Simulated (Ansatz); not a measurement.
Re$_{2}$B in space group P6_3/mmc (No. 194; B on 2c, Re on 2a, Re on 2d) at seven volumes, DFT-r²SCAN in the program Ansatz with PAW potentials, shape and atoms relaxed at each. One row is withheld.

```
V (Å³/atom)  P (GPa)
-----------  -------
11.030         39.88
11.393         24.40
11.757         11.21
12.121          0.00
12.484         -9.52
12.848        -17.60
13.212             ?
```

Q: Fit the shown pressures and predict the withheld one.

A: Third-order Birch–Murnaghan: P = (3/2)B₀(x^(7/2) − x^(5/2))[1 + (3/4)(B′ − 4)(x − 1)] with x = (V₀/V)^(2/3). Least squares on the six rows gives V₀ = 12.121 Å³/atom, B₀ = 343.6 GPa, B′ = 4.39. At V = 13.212, x = 0.9442 and P = -24.52 GPa. The run itself gave -24.38 GPa.

A made-up cell: these elements were put on the sites of a structure type; neither database checked (COD, Materials Project) lists it. Whether it is the stable phase at ambient conditions was not checked. The cell was relaxed with r²SCAN under the symmetry of its start; whether a distortion lowers the energy is not shown. No spin polarisation was allowed. Spin–orbit coupling is left out wherever it is not named.

Potentials: the earlier of the program's two PAW sets.
